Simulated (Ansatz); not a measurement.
An Ansatz input:

```yaml
crystal:
  lattice:
    - [3.0980832971, 0.0, 0.0]
    - [-1.5490416485, 2.6830188383, 0.0]
    - [0.0, 0.0, 5.0530177204]
  atoms:
    - { symbol: Li, position: [0.3333333333, 0.6666666667, 0.25] }
    - { symbol: Li, position: [0.6666666667, 0.3333333333, 0.75] }
hamiltonian:
  xc: r2scan
  pseudopotentials:
    kind: paw_fr
    azcp:
      Li: "pseudopotentials/Li.paw.azcp"
basis:
  ecutwfc: 500
  fft_grid_basis: typed
kpoints:
  mp_grid: { grid: [12, 12, 6], shift: [0, 0, 0] }
magnetization:
  noncollinear: true
  spin_orbit: true
scf:
  occupations: { method: fermi_dirac, width: 0.1 }
```

Terminal output

```
Engine: ansatz 0.2.0, x86_64-unknown-linux-gnu
Pseudopotentials: kind: paw_fr
Pseudopotential: Li, paw_fr, valence charge 3, recommended cutoff 500 eV (meta_gga) 
Functional definition: r2SCAN
  parameter k0 = 0.174
  parameter k1 = 0.065
  parameter a1 = 4.9479
  exchange = r2scan_x(k0 = k0, k1 = k1, a1 = a1)
  correlation = r2scan_c
non-collinear run that drives no moment, with spin-orbit: no starting moment large enough to seed its density (crystal.atoms[].spin), no starting occupations that ask for one, no magnetisation constraint and no magnetic field, so the semilocal B_xc is pinned to zero
Crystal: 2 atoms, lattice volume = 42.002 Å³
Basis set: ecut = 500 eV, 1099 PW (Γ), exchange–correlation on 96×96×160 points (64 copies of the dense FFT grid, shifted against one another)
Bands: 14, of which v1, the nominal top of the filled ones, is band 6 counted from 1 (5 counted from 0)
Symmetry: 24 space group operations + 24 with time reversal
Magnetic group: BNS 194.264 (UNI 1494), of the structure as read, at distance tolerance 3.5e-5 Å
k-points: 76 of 864
Projection manifold: j_resolved (fully-relativistic pseudo-atomic orbitals)
Non-local potential: Li, projectors of the file, l = 0: 3, l = 1: 4, l = 2: 2
PAW form: soft (Blöchl's): semilocal exchange-correlation on the pseudo side does not see the compensation charge
PAW one-centre angular grid: Li, 302 points (default); XC on 329 of its mesh's 2665 points in the sphere
Initial density: superposition of atomic densities (chi_scale 0.1, normalization cell)
Initial wavefunctions: pseudopotential atomic-orbital guess
Functional: x = r2scan, c = r2scan; τ floored in thin density (d = 2e-4 eV/Å³)
iter 1 solved again at ethr=1.49e-4 eV; its pass at ethr=3.10e-3 eV (dr2=8.94e-3 eV) is discarded
SCF iter   1: F=—  HF=-410.266226 eV  |F-HF|=—  |Δ(HF+E_count)|=         —  Δρ=3.93e-3  dr2=8.90e-3  dr2_τ=1.49e-4  dr2_m=0.00e0 (ungated)  ethr=1.49e-4  |M|=0.00e0 ∫|m|=0.00e0 μB  |m|>n=0.0e0 m-floor=0.0e0 τ_xc=0.0e0  β_m=0.30  ⟨swp⟩=1.1  Hψ=3367  notcnv=0
SCF iter   2: F=—  HF=-410.279951 eV  |F-HF|=—  |Δ(HF+E_count)|=   1.37e-2  Δρ=3.25e-3  dr2=6.13e-3  dr2_τ=6.70e-6  dr2_m=0.00e0 (ungated)  ethr=1.48e-4  |M|=0.00e0 ∫|m|=0.00e0 μB  |m|>n=0.0e0 m-floor=0.0e0 τ_xc=0.0e0  β_m=0.56  ⟨swp⟩=2.7  Hψ=999  notcnv=0
SCF iter   3: F=—  HF=-410.281928 eV  |F-HF|=—  |Δ(HF+E_count)|=   1.98e-3  Δρ=5.00e-4  dr2=1.52e-4  dr2_τ=1.94e-6  dr2_m=0.00e0 (ungated)  ethr=1.02e-4  |M|=0.00e0 ∫|m|=0.00e0 μB  |m|>n=0.0e0 m-floor=0.0e0 τ_xc=0.0e0  β_m=0.66  ⟨swp⟩=1.2  Hψ=568  notcnv=0
SCF iter   4: F=—  HF=-410.282028 eV  |F-HF|=—  |Δ(HF+E_count)|=   9.97e-5  Δρ=8.12e-5  dr2=1.54e-6  dr2_τ=1.46e-8  dr2_m=0.00e0 (ungated)  ethr=2.53e-6  |M|=0.00e0 ∫|m|=0.00e0 μB  |m|>n=0.0e0 m-floor=0.0e0 τ_xc=0.0e0  β_m=0.75  ⟨swp⟩=2.0  Hψ=763  notcnv=0
SCF iter   5: F=—  HF=-410.282029 eV  |F-HF|=—  |Δ(HF+E_count)|=   1.38e-6  Δρ=1.56e-5  dr2=1.12e-7  dr2_τ=1.16e-9  dr2_m=0.00e0 (ungated)  ethr=1.67e-9  |M|=0.00e0 ∫|m|=0.00e0 μB  |m|>n=0.0e0 m-floor=0.0e0 τ_xc=0.0e0  β_m=0.78  ⟨swp⟩=2.2  Hψ=1011  notcnv=0
SCF iter   6: F=-410.282029 eV  HF=-410.282029 eV  |F-HF|=2.45e-10  |Δ(HF+E_count)|=   5.03e-8  Δρ=1.82e-6  dr2=5.84e-10  dr2_τ=7.64e-12  dr2_m=0.00e0 (ungated)  ethr=1.67e-9  |M|=0.00e0 ∫|m|=0.00e0 μB  |m|>n=0.0e0 m-floor=0.0e0 τ_xc=0.0e0  ⟨swp⟩=2.0  Hψ=995  notcnv=0
SCF 1 converged in 6 iterations: F = -410.282029 eV  dr2 = 5.84e-10
SCF converged after 6 iterations
Magnetization: |M| = 0.0000 μB,  M = (+0.0000, +0.0000, +0.0000) μB
Absolute magnetization: 0.0000 μB (∫|m|)
  site 0: m = (+0.0000, +0.0000, +0.0000) μB, |m| = 0.0000 μB  (R = 1.28 Å)
  site 1: m = (+0.0000, +0.0000, +0.0000) μB, |m| = 0.0000 μB  (R = 1.28 Å)
Free energy (F): -410.282029 eV
Harris-Foulkes:  -410.282029 eV  (|F-HF|=2.45e-10)
Internal energy: -410.253316 eV  (E = F + TS)
E sigma→0 (E₀):  -410.267673 eV
Entropy (-TS):   -0.028712 eV (-14.356 meV/atom)
Fermi energy:    0.915302 eV
--- Per-component energies (eV) ---
  E_band       = -189.803251
  E_kinetic    = 42.259703
  E_local      = -266.696675  (includes V_loc(G=0)·N_el)
  E_nonlocal   = -66.652908
  E_hartree    = 79.311369
  E_xc         = -19.176117
  E_vxc        = -27.323614  (∫ρ·V_xc dr)
  E_paw        = -43.632647  (= ΣΔE_a)
  E_vpaw       = -31.668495  (= ΣTr[D̂ρ^β])
  E_aug_tail   = -0.000203  (compensation charges beyond the density's cutoff)
  E_vtau       = 1.656039  (kinetic-family band-sum trace: ∫τ·v_τ [+ j·A + Jᵃ·Aᵃ] dr)
  E_ewald      = -135.665839
  E_smearing   = -0.028712  (= −TS)
  E_closure    = -0.000000  (closes the sum)
  Σ components = -410.282029   (vs F -410.282029, Δ=0.00e0)
```

Launched by

```sh
ansatz run input.yaml --threads 1 --pin off --max-ram 3584MiB --backend cpu --events-out ev --progress --plain --runs-dir out
```

On 1 thread of Intel(R) Xeon(R) Platinum 8259CL CPU @ 2.50GHz (Skylake/Cascade Lake) (shared host) this took about 20 s of wall time and 16 s of CPU time.
